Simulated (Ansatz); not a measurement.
Here is the system:

SiO₂:
```
CELL_PARAMETERS angstrom
      4.94791     0.00000     0.00000
     -2.47396     4.28502     0.00000
      0.00000     0.00000     5.44078
ATOMIC_POSITIONS crystal
  Si 0.47032 0.00000 0.66667
  Si 0.00000 0.47032 0.33333
  Si 0.52968 0.52968 0.00000
  O  0.41252 0.26699 0.78548
  O  0.73301 0.14554 0.45215
  O  0.85446 0.58748 0.11882
  O  0.26699 0.41252 0.21452
  O  0.14554 0.73301 0.54785
  O  0.58748 0.85446 0.88118
```

This is the PBEsol-relaxed structure. Tensor components refer to the Cartesian frame of this cell.

**Question.** All from PBEsol in the plane-wave PAW code Ansatz, unless another level is named. Estimate the bulk modulus (Birch–Murnaghan fit).

**Answer.** 31.5 GPa.

**Question.** And the piezoelectric stress constants (proper, relaxed ions, C/m²)?

**Answer.** e11 = 0.17, e12 = e26 = -0.17, e14 = 0.04, e25 = -0.04.

Space group P3_221. The PBEsol relaxation kept the symmetry of its start. Signs of piezoelectric constants follow the polarity of the cell as given.

Potentials: the later of the program's two PAW sets.
